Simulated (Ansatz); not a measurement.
Ansatz (a first-principles code) input:

Ansatz 0.2 input:
```yaml
crystal:
  lattice:
    - [6.5090312025, 0.0, 0.0]
    - [0.0, 4.1236763209, 0.0]
    - [0.0, 0.0, 6.925124753]
  atoms:
    - { symbol: Zn, position: [0.1407022501, 0.25, 0.3891538081] }
    - { symbol: Zn, position: [0.3592977499, 0.75, 0.8891538081] }
    - { symbol: Zn, position: [0.8592977499, 0.75, 0.6108461919] }
    - { symbol: Zn, position: [0.6407022501, 0.25, 0.1108461919] }
    - { symbol: Se, position: [0.7588863288, 0.25, 0.4413704619] }
    - { symbol: Se, position: [0.7411136712, 0.75, 0.9413704619] }
    - { symbol: Se, position: [0.2411136712, 0.75, 0.5586295381] }
    - { symbol: Se, position: [0.2588863288, 0.25, 0.0586295381] }
kpoints:
  mp_grid: { grid: [5, 7, 4] }
hamiltonian:
  xc: r2scan
  dispersion: d4
  pseudopotentials: { azcp: { folder: ./paw }, kind: paw }
scf:
  occupations: { method: fixed }
checkpoint: { read: static.run }
output: { write_density: true, elf: true, volumetric_format: npy }
basis: { fft_grid_basis: typed }
```

Output (shortened):

```
Pseudopotential: Zn, paw, valence charge 12
Pseudopotential: Se, paw, valence charge 16
Functional definition: r2SCAN
Crystal: 8 atoms, lattice volume = 185.878 Å³
Basis set: ecut = 500 eV, 4721 PW (Γ), exchange–correlation on 192×128×216 points (64 copies of the dense FFT grid, shifted against one another)
Bands: 68, of which v1, the nominal top of the filled ones, is band 56 counted from 1 (55 counted from 0)
Symmetry: 8 space group operations
Space group: Pnma (ITA 62), of the structure as read, at distance tolerance 5.7e-5 Å
k-points: 36 of 140
Stability of the state it starts from, as read at its close in the unpolarized treatment …
iter 1 solved again at ethr=1.43e-8 eV; its pass at ethr=3.10e-3 eV (dr2=1.61e-5 eV) is discarded
SCF iter   1: F=—  HF=-35222.054425 eV  |F-HF|=—  |Δ(HF+E_count)|=         —  Δρ=2.33e-7  dr2=6.78e-11  dr2_τ=1.62e-12  ethr=1.43e-8  ⟨swp⟩=4.1  Hψ=15831  notcnv=0  defer=360
preconditioner: auto → Resta (q_TF=auto, 2.507 Å⁻¹)
SCF iter   2: F=-35222.054425 eV  HF=-35222.054425 eV  |F-HF|=7.28e-11  |Δ(HF+E_count)|=   1.71e-8  Δρ=2.55e-7  dr2=7.22e-11  dr2_τ=1.47e-12  ethr=1.00e-12  ⟨swp⟩=11.1  Hψ=13044  notcnv=0
SCF 1 converged in 2 iterations: F = -35222.054425 eV  dr2 = 7.22e-11
SCF converged after 2 iterations
Free energy (F): -35222.054425 eV
Harris-Foulkes:  -35222.054425 eV  (|F-HF|=7.28e-11)
Internal energy: -35222.054425 eV  (E = F + TS)
E sigma→0 (E₀):  -35222.054425 eV
Fermi energy:    6.056026 eV
--- Per-component energies (eV) ---
  E_band       = -1657.059949
  E_kinetic    = 1028.457361
  E_local      = -19924.901082  (includes V_loc(G=0)·N_el)
  E_nonlocal   = 1892.048548
  E_hartree    = 9229.280181
  E_xc         = -602.073913
  E_vxc        = -592.663573  (∫ρ·V_xc dr)
  E_paw        = -16233.819457  (= ΣΔE_a)
  E_vpaw       = -2548.146616  (= ΣTr[D̂ρ^β])
  E_aug_tail   = 0.000271  (compensation charges beyond the density's cutoff)
  E_vtau       = 29.583841  (kinetic-family band-sum trace: ∫τ·v_τ [+ j·A + Jᵃ·Aᵃ] dr)
  E_ewald      = -10602.357606
  E_disp       = -0.899220  (pairwise vdW)
  E_core_change = -7.789507  (= ΣΔE_core)
  E_smearing   =  0.000000  (= −TS)
  E_closure    = 0.000000  (closes the sum)
  Σ components = -35222.054425   (vs F -35222.054425, Δ=0.00e0)
  [band-id]    e_kinetic+e_local+e_nonlocal+2·e_hartree+e_vxc+e_vpaw+e_augmentation_tail+e_vtau = -1657.060887   (vs E_band -1657.059949, Δ=-9.38e-4)
--- Band table (eV; the first three rows and the last of 36) ---
  k-point 0: bands = ["-41.5957", "-41.5957", "-41.5957", "-41.5956", "-41.5956", "-41.5954", "-41.5954", "-41.5951", "-41.5685", "-41.5684", "-41.5684", "-41.5681", "-41.5537", "-41.5536", "-41.5534", "-41.5533", "-41.5529", "-41.5527", "-41.5527", …
  k-point 1: bands = ["-41.5957", "-41.5957", "-41.5957", "-41.5956", "-41.5955", "-41.5954", "-41.5953", "-41.5952", "-41.5685", "-41.5684", "-41.5683", "-41.5681", "-41.5537", "-41.5536", "-41.5534", "-41.5534", "-41.5529", "-41.5528", "-41.5527", …
  k-point 2: bands = ["-41.5957", "-41.5957", "-41.5956", "-41.5956", "-41.5955", "-41.5955", "-41.5952", "-41.5952", "-41.5684", "-41.5684", "-41.5682", "-41.5682", "-41.5537", "-41.5537", "-41.5534", "-41.5534", "-41.5528", "-41.5528", "-41.5527", …
  k-point 35: bands = ["-41.5957", "-41.5957", "-41.5956", "-41.5956", "-41.5954", "-41.5954", "-41.5954", "-41.5954", "-41.5683", "-41.5683", "-41.5683", "-41.5683", "-41.5536", "-41.5536", "-41.5536", "-41.5536", "-41.5527", "-41.5527", "-41.5526", …
```

Cost: about 40 core-seconds (a rough figure) on shared cores.

The start of the workflow was typed in or built on a structure type; neither database checked (COD, Materials Project) lists it. It is not the phase usual at ambient conditions (space group No. 216). Symmetry was held in the r²SCAN+D4 relaxation; its stability against distortions is not shown here. Spin–orbit coupling is left out wherever it is not named.

Potentials: the earlier of the program's two PAW sets.

Ansatz is a plane-wave DFT program.
